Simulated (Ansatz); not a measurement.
BaGaSnH in space group P3m1 (No. 156; Ba on 1b, Ga on 1a, Sn on 1c, H on 1a) at seven volumes, PBEsol (plane waves, PAW; program Ansatz), shape and atoms relaxed at each. One row is withheld.

```csv
V (Å³/atom),P (GPa)
21.068,4.43
21.762,2.73
22.457,?
23.151,0.00
23.846,-1.09
24.540,-2.02
25.235,-2.82
```

**Question.** Fit the shown pressures and predict the withheld one.

**Answer.** P = (3/2)B₀(x^(7/2) − x^(5/2))[1 + (3/4)(B′ − 4)(x − 1)] with x = (V₀/V)^(2/3). Least squares on the six rows gives V₀ = 23.150 Å³/atom, B₀ = 38.9 GPa, B′ = 4.01. At V = 22.457, x = 1.0205 and P = 1.26 GPa. The run itself gave 1.26 GPa.

The first step of the workflow began from a Materials Project structure, measured or hypothetical; the Crystallography Open Database files this formula in space group No. 156, but the cells were not matched. Its standing as an ambient phase is unchecked. Symmetry was held in the PBEsol relaxation; its stability against distortions is not shown here. Spin–orbit coupling is left out wherever it is not named.

Potentials: the later of the program's two PAW sets.
